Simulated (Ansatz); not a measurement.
## Field gradients of MgNb4VO12 from run to run

Cell of run 1: a Materials Project structure (computed, not necessarily an observed phase), atoms as given.

```cif
data_structure
_symmetry_space_group_name_H-M 'P 1'
_symmetry_Int_Tables_number 1
_cell_length_a 5.2817
_cell_length_b 5.6541
_cell_length_c 7.7698
_cell_angle_alpha 94.360
_cell_angle_beta 90.761
_cell_angle_gamma 90.089
_cell_volume 231.34
loop_
_atom_site_label
_atom_site_type_symbol
_atom_site_fract_x
_atom_site_fract_y
_atom_site_fract_z
_atom_site_occupancy
Mg1 Mg 0.49963 0.86972 0.29525 1
Nb2 Nb 0.00308 0.00197 0.02018 1
Nb3 Nb 0.50112 0.45120 0.49498 1
Nb4 Nb 0.00809 0.99007 0.51713 1
Nb5 Nb 0.50467 0.48279 0.99047 1
V6 V 0.00081 0.59716 0.70753 1
O7 O 0.28701 0.76015 0.56034 1
O8 O 0.13072 0.96608 0.27590 1
O9 O 0.30154 0.17638 0.98510 1
O10 O 0.17492 0.29218 0.58284 1
O11 O 0.79329 0.25783 0.06752 1
O12 O 0.40977 0.49722 0.26725 1
O13 O 0.63817 0.46154 0.76083 1
O14 O 0.19812 0.65344 0.94354 1
O15 O 0.78440 0.67396 0.47827 1
O16 O 0.69308 0.76799 0.08224 1
O17 O 0.91315 0.95750 0.76831 1
O18 O 0.67031 0.13941 0.44361 1
```

Atoms are numbered from 1 in the order listed; like atoms form one site, named after its first atom.

All runs are DFT with Ansatz 0.2.0 (plane waves and PAW, scalar-relativistic unless spin–orbit coupling is named, Γ-centred meshes, Fermi–Dirac smearing where given) in this cell. Start moments of run 1 as typed (μB): 3 on each V, none on the rest.

Run 1: PBE, with a start moment, atoms as given; 420 eV, 6×6×5 k-points, smearing 0.05 eV.
Run 2: r2SCAN, with a start moment, atoms as given; 500 eV, 6×6×5 k-points, smearing 0.05 eV.
Run 3: PBE+U, with a start moment, atoms as given; 420 eV, 6×6×5 k-points, smearing 0.05 eV (U = 3.1 eV on V d).

| run | Nb4 V_zz (η) | O7 V_zz (η) | O17 V_zz (η) | absolute moment (μB) |
| --- | --- | --- | --- | --- |
| 1 | -5.01 (0.89) | -3.98 (0.15) | -2.85 (0.23) | 3.0 |
| 2 | -4.89 (0.95) | -3.90 (0.27) | -2.70 (0.47) | 3.1 |
| 3 | ? | ? | ? | ? |

V_zz in 10²¹ V/m²; 3 of the 18 sets of like atoms are followed.

(1) Estimate the row of run 3.

Results:

(1) Nb4: 4.53 (0.96); O7: -3.54 (0.42); O17: -2.34 (0.75); absolute moment (μB): 3.1. It lies nearest to run 2, from whose tensors on these sites it differs by 0.83 at most (largest principal value of the difference, on Nb4). Taken one at a time, the Hubbard term moves the tensors on these sites by up to 1.13 (largest principal value of the change, on Nb4), the functional (r2SCAN with its higher cutoff) by 0.69 (O17). Without a gap such differences can lie within the error of the k-mesh, so this order isn't firm. On some sites the largest principal value moves to another axis from run to run, and the sign of V_zz can flip with it. On Nb4 η is near 1, so the change of sign is little more than a relabelling of axes.

Without spin–orbit coupling (the program notes it for Nb) the gradients can shift somewhat, as the gap is small. Semilocal functionals can leave a metal where correlation in the d or f shell opens a gap in the real compound, and that would change the values at and beside Nb and V. The magnetic order is the one that the run reached from its start moments, not necessarily the measured one. For runs 1, 2, 3: All moments are parallel here, as the start or the cell imposes; many such compounds order antiparallel, where fields and spin densities carried over to other atoms largely cancel. In run 2 the program didn't check the stability of the electronic state in full, so a lower one may lie near. In run 2 the gap is small for the k-mesh or the smearing, and small gradients can still move by 0.1 × 10²¹ V/m² or more. In run 1 there is no gap above 0.1 eV, so the gradients can move by 10 % or more with the k-mesh. In runs 1, 2, 3 the atoms aren't at the calculated equilibrium (largest force 0.51, 0.68, 0.56 eV/Å). The cell isn't the equilibrium one in runs 1, 2 (calculated pressure -5, -9 GPa), and the entry's cell may itself be off.
